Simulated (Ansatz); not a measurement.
Input and command of a plane-wave DFT calculation in Ansatz:

```yaml
crystal:
  lattice:
    - [5.8375655683, 0.0, 0.0]
    - [0.0, 5.8375655683, 0.0]
    - [0.0, 0.0, 5.8375655683]
  atoms:
    - { symbol: Fe, position: [0.5, 0.5, 0.5], spin: 3.14 }
    - { symbol: Fe, position: [0.5, 0.0, 0.5], spin: 3.12 }
    - { symbol: Fe, position: [0.5, 0.5, 0.0], spin: 3.12 }
    - { symbol: Fe, position: [0.0, 0.5, 0.5], spin: 3.12 }
    - { symbol: Fe, position: [0.5, 0.0, 0.0], spin: 3.04 }
    - { symbol: Fe, position: [0.0, 0.0, 0.5], spin: 3.04 }
    - { symbol: Fe, position: [0.0, 0.5, 0.0], spin: 3.04 }
    - { symbol: Fe, position: [0.2477659936, 0.2477659936, 0.2477659936], spin: 3.12 }
    - { symbol: Fe, position: [0.2477659936, 0.7522340064, 0.2477659936], spin: 3.12 }
    - { symbol: Fe, position: [0.2477659936, 0.2477659936, 0.7522340064], spin: 3.12 }
    - { symbol: Fe, position: [0.7522340064, 0.2477659936, 0.2477659936], spin: 3.12 }
    - { symbol: Fe, position: [0.7522340064, 0.7522340064, 0.2477659936], spin: 3.12 }
    - { symbol: Fe, position: [0.2477659936, 0.7522340064, 0.7522340064], spin: 3.12 }
    - { symbol: Fe, position: [0.7522340064, 0.2477659936, 0.7522340064], spin: 3.12 }
    - { symbol: Fe, position: [0.7522340064, 0.7522340064, 0.7522340064], spin: 3.12 }
    - { symbol: Co, position: [0.0, 0.0, 0.0], spin: 2.13 }
basis:
  ecutwfc: 500
kpoints:
  mp_grid: { grid: [6, 6, 6] }
hamiltonian:
  xc: r2scan
scf:
  occupations: { method: gaussian, width: 0.1 }
output:
  forces: true
  stress: true
  eigenvalues: true
  populations: true
magnetization:
  spin_polarized: true
relax:
  adjacent_minimum: "off"
  f_tol: 0.01
  max_steps: 30
```

```bash
ansatz run input.yaml --threads 4 --pin off --max-ram 10240MiB --backend cpu --events-out ev --progress --plain --runs-dir out
```

Processor: Intel(R) Xeon(R) 6975P-C (Granite Rapids), 4 threads, on a host shared with other jobs.

Task: How long does it run, and how much memory does it take?

Result: About 100 s on 4 threads of Intel(R) Xeon(R) 6975P-C (Granite Rapids), with other jobs on the host, peak memory 3.1 GiB. It solves 184 bands at 20 k points (the mesh reduced by symmetry) with about 5041 plane waves, in 31 SCF iterations over 2 ionic steps.
